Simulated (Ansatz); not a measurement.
As (A7 type, space group R-3m)

```xyz
2
Lattice="1.8917 1.0922 3.3698 -1.8917 1.0922 3.3698 0.0000 -2.1844 3.3698" Properties=species:S:1:pos:R:3 pbc="T T T"
As     0.0000     0.0000     2.3280
As     0.0000     0.0000     7.7814
```

Scan: atom 2 (As, nearest neighbour As at 2.535 Å; its periodic images, 3.8 Å or more away, move with it) is displaced along Cartesian z, direction (0.000, 0.000, 1.000) in Cartesian axes, by s. The other atoms stay.

These are PBE-D3(BJ) (plane waves to 420 eV, PAW, scalar-relativistic; Ansatz, a quantum-chemistry and plane-wave program) values and carry that method's errors. k mesh 9×9×9 (Γ-centred), Fermi-Dirac smearing 0.05 eV. The energy includes the smearing's −TS. With partly filled bands, energies and forces of such displacements shift with the k mesh and the smearing. F∥ is the force on the atom along that direction. As was relaxed with its symmetry unable to fall. The zero of ΔE is the undisplaced structure.

Give the computed ΔE (meV/cell) and F∥ (eV/Å) at s (Å) = -0.250, -0.200, -0.150, -0.100, 0.100, 0.150, 0.200, 0.250.


```
s (Å)   ΔE (meV/cell)  F∥ (eV/Å)
------  -------------  ---------
-0.250            168      0.920
-0.200            121      0.942
-0.150             76      0.859
-0.100             37      0.666
0.100              40     -0.841
0.150              94     -1.295
0.200             170     -1.751
0.250             269     -2.195
```

(A displaced cell: forces are minus the slopes of the energy, force constants its curvatures, and phonons follow from these.)
